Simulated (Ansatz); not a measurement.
input.yaml

```yaml
crystal:
  lattice:
    - [0.0, 2.96366, 2.96366]
    - [2.96366, 0.0, 2.96366]
    - [2.96366, 2.96366, 0.0]
  atoms:
    - { symbol: Pb, position: [0.0, 0.0, 0.0] }
    - { symbol: F, position: [0.25, 0.25, 0.25] }
    - { symbol: F, position: [0.75, 0.75, 0.75] }
basis:
  ecutwfc: 420
kpoints:
  mp_grid: { grid: [8, 8, 8] }
hamiltonian:
  xc: pbe
  dispersion: d3bj
scf:
  occupations: { method: gaussian, width: 0.02 }
output:
  forces: true
  stress: true
  eigenvalues: true
  populations: true
```

Run as
```bash
ansatz run input.yaml --threads 1 --pin off --max-ram 2560MiB --backend cpu --events-out ev --progress --plain --runs-dir out
```

Computed with DFT PBE+D3(BJ), scalar-relativistic, plane waves, PAW in Ansatz.

Abridged output (final results; tables in files aren't shown):

```
SCF 1 converged in 6 iterations: F = -13525.156312 eV  dr2 = 7.25e-10
SCF converged after 6 iterations
Free energy (F): -13525.156312 eV
Harris-Foulkes:  -13525.156312 eV  (|F-HF|=3.98e-9)
Internal energy: -13525.156312 eV  (E = F + TS)
E sigma→0 (E₀):  -13525.156312 eV
Fermi energy:    7.239759 eV
--- Per-component energies (eV) ---
  E_band       = -122.955516
  E_kinetic    = 698.660704
  E_local      = -2254.071999  (includes V_loc(G=0)·N_el)
  E_nonlocal   = 496.994513
  E_hartree    = 866.201530
  E_xc         = -381.862706
  E_vxc        = -338.429012  (∫ρ·V_xc dr)
  E_paw        = -10801.721244  (= ΣΔE_a)
  E_vpaw       = -458.517358  (= ΣTr[D̂ρ^β])
  E_aug_tail   = 0.004116  (compensation charges beyond the density's cutoff)
  E_ewald      = -2148.900692
  E_disp       = -0.460533  (pairwise vdW)
  E_smearing   =  0.000000  (= −TS)
--- Forces (eV/Å), atoms counted from 1 ---
  atom   1  Pb     0.00000000     0.00000000     0.00000000
  atom   2  F      0.00000000     0.00000000     0.00000000
  atom   3  F      0.00000000     0.00000000     0.00000000
--- Stress (GPa, compression-positive) ---
        1.297425       0.000000       0.000000
        0.000000       1.297425       0.000000
        0.000000       0.000000       1.297425
  P = ⅓ Tr σ = 1.2974 GPa (12.974 kbar)
--- Band table (eV; the first three rows and the last of 29) ---
  k-point 0: bands = ["-16.0739", "-15.4559", "-9.4147", "-9.4147", "-9.4147", "-9.3569", "-9.3569", "0.3933", "2.5482", "2.5482", "2.5482", "3.0424", "3.0424", "3.0424", "11.8065", "11.8065", "11.8065", "15.6756"]
  k-point 1: bands = ["-16.0441", "-15.4831", "-9.4085", "-9.4085", "-9.3827", "-9.3568", "-9.3568", "0.1275", "2.4203", "2.5166", "2.5166", "3.0177", "3.0177", "3.4551", "11.2738", "11.9337", "11.9337", "16.5797"]
  k-point 2: bands = ["-15.9653", "-15.5536", "-9.3987", "-9.3987", "-9.3512", "-9.3512", "-9.3073", "-0.3658", "2.2367", "2.4431", "2.4431", "2.9586", "2.9586", "4.1761", "10.5466", "12.2458", "12.2458", "17.8972"]
  k-point 28: bands = ["-15.7422", "-15.7422", "-9.3775", "-9.3472", "-9.3268", "-9.2578", "-9.2578", "-1.3491", "1.3000", "2.3421", "2.3421", "3.4017", "3.5255", "5.0301", "11.0906", "11.0906", "12.5185", "15.1974"]
--- Löwdin populations: 3 sites ---
  site symbol q [e]
     0     Pb     12.8431
     1      F      7.5391
     2      F      7.5391
  spilling = 0.002813 (of n_electrons = 28.000000)
```

The calculation finished and met its thresholds.

The run took 2.1 s on 1 thread of Intel(R) Xeon(R) CPU @ 2.80GHz (Skylake/Cascade Lake), with other jobs on the host, peak memory 0.37 GiB.

Spin–orbit coupling is left out, which can shift energies with elements as heavy as these.